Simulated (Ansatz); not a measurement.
## Kick test of a cell of Nd₂H₃

It was reached by relaxing an invented guess, and it needn't be the stable form of this composition.

Method: DFT PBE, scalar-relativistic, plane waves, PAW, and for the lanthanide a 4f-in-core norm-conserving potential (Ansatz 0.2.0). Plane waves to 660 eV, a k mesh through Γ of 8×8×4 on the computed 10-atom cell and Gaussian smearing (0.10 eV); no spin polarisation.

The cell below (10 atoms, space group Cmc2_1 (No. 36)) is relaxed within its symmetry.

```
CELL_PARAMETERS angstrom
2.33669 -2.93172 0.00000
2.33669 2.93172 0.00000
0.00000 0.00000 11.80763
ATOMIC_POSITIONS crystal
Nd 0.46308 0.53692 0.04202
Nd 0.53692 0.46308 0.54202
Nd 0.97704 0.02296 0.28837
Nd 0.02296 0.97704 0.78837
H 0.08180 0.91820 0.98306
H 0.91820 0.08180 0.48306
H 0.48520 0.02727 0.16353
H 0.51480 0.97273 0.66353
H 0.97273 0.51480 0.16353
H 0.02727 0.48520 0.66353
```

For the test it was strained at random (σ = 1.5 % a component), the atoms were moved at random (σ = 0.10 Å), and all was relaxed again on a coarse 6×6×2 mesh (in the run’s order of axes) with 0.20 eV smearing, with no symmetry imposed.

Task: What happens?

Result: It returns, within 1 meV/atom of the unmoved cell on that mesh and with the same symmetry when read at 0.1 Å. No instability shows in this cell; modes of other wave vectors, which need another repeat, aren't tested.

The lanthanide is trivalent by construction, without f bands, f moments or other valences.
